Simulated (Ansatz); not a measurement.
## Piezoelectric tensor of Al$_{2}$GaAs$_{3}$

The calculation used DFT PBE, scalar-relativistic, plane waves, PAW (Ansatz 0.2.0). Cutoff 420 eV, 12×12×4 k-points (Γ-centred), fixed occupations. No spin polarisation.

Relaxed structure:
```
CELL_PARAMETERS angstrom
4.05512 0.00000 0.00000
-2.02756 3.51184 0.00000
0.00000 0.00000 9.93018
ATOMIC_POSITIONS crystal
Al 0.00000 0.00000 0.00045
Al 0.66667 0.33333 0.33347
Ga 0.33333 0.66667 0.66632
As 0.00000 0.00000 0.75074
As 0.33333 0.66667 0.41574
As 0.66667 0.33333 0.08329
```

The cell was found from a structure generator's guess, not taken from experiment.

Problem. Give the relaxed-ion proper piezoelectric stress tensor e_iJ (C/m², Voigt columns xx yy zz yz xz xy).

Solution.
```
x    0.000  0.000  0.000  0.000 -0.111 -0.145
y   -0.145  0.145  0.000 -0.111  0.000  0.000
z   -0.093 -0.093  0.188  0.000  0.000  0.000
```
Signs follow the orientation of the cell as given.

Problem. With the elastic constants (GPa, Voigt order)
C11 = 125.8, C12 = 38.7, C13 = 30.9, C14 = 10.9, C22 = 125.8, C23 = 30.9, C24 = -10.9, C33 = 133.2, C44 = 35.5, C55 = 35.5, C56 = 10.9, C66 = 43.5 GPa; the others vanish.
find the strain coefficients d = e·C⁻¹ (pC/N).

Solution.
```
x    0.00  0.00  0.00  0.00 -2.29 -2.75
y   -1.37  1.37  0.00 -2.29  0.00  0.00
z   -0.91 -0.91  1.84  0.00  0.00  0.00
```
